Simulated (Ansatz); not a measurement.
All numbers below come from DFT PBE, scalar-relativistic, plane waves, PAW (Ansatz). Settings: cutoff 420 eV, Γ-centred meshes spaced at most about 0.3 Å⁻¹, and about 0.25 Å⁻¹ or finer for metals (2π included), Gaussian smearing. No spin polarisation in the final relaxations.

All energies are static (0 K, no zero-point motion). All come from trial cells, and lower structures may exist.

Question: These unrelaxed guesses for ScSi₂O₃ are each relaxed within their symmetry. Order them by the energy at which they end, lowest first.
A.

```
Sc Si O
1.0
     2.44323    1.41060    3.56831
    -2.44323    1.41060    3.56831
     0.00000   -2.82120    3.56831
Sc Si O
1 2 3
Direct
  0.00000 0.00000 0.00000
  0.62769 0.62769 0.62769
  0.37231 0.37231 0.37231
  0.00000 0.50000 0.00000
  0.50000 0.00000 0.00000
  0.00000 0.00000 0.50000
```

B.

```
Sc Si O
1.0
     4.21245    0.00000    0.00000
    -2.10622    3.64809    0.00000
     0.00000    0.00000    5.70455
Sc Si O
1 2 3
Direct
  0.00000 0.00000 0.50000
  0.33333 0.66667 0.50000
  0.66667 0.33333 0.50000
  0.41409 0.00000 0.50000
  0.00000 0.41409 0.50000
  0.58591 0.58591 0.50000
```

C.

```
Sc Si O
1.0
     3.17282    0.00000    0.00000
     0.00000    3.17282    0.00000
     0.00000    0.00000    6.74678
Sc Si O
1 2 3
Direct
  0.00000 0.00000 0.62175
  0.50000 0.50000 0.73655
  0.00000 0.00000 0.26487
  0.50000 0.00000 0.99985
  0.00000 0.50000 0.99985
  0.50000 0.50000 0.37714
```

D.

```
Sc Si O
1.0
     4.68216    0.00000    0.00000
    -2.34108    4.05487    0.00000
     0.00000    0.00000    7.80559
Sc Si O
2 4 6
Direct
  0.00000 0.00000 0.00000
  0.00000 0.00000 0.50000
  0.66667 0.33333 0.93512
  0.33333 0.66667 0.06488
  0.33333 0.66667 0.43512
  0.66667 0.33333 0.56488
  0.17196 0.34391 0.75000
  0.65609 0.82804 0.75000
  0.17196 0.82804 0.75000
  0.82804 0.65609 0.25000
  0.34391 0.17196 0.25000
  0.82804 0.17196 0.25000
```

Answer: A (ends in R-3m, 0 meV/atom), D (ends in P6_3/mmc, 194 meV/atom), C (ends in P4mm, 282 meV/atom), B (ends in P-62m, 0.44 eV/atom).

Weakly bound directions are ill-defined at this level, which has no dispersion term (P4mm), and this can change margins and order among such cells. In R-3m, P4mm, P-62m an odd number of electrons in the primitive cell allows no gap without spin; a larger cell or a magnetic state could open one. A magnetic state wasn't ruled out in cells without spin, among them R-3m, P6_3/mmc. Cells relaxed within their symmetry can be saddle points. Some candidate types were left out of the draw beforehand, so a known form may be missing.
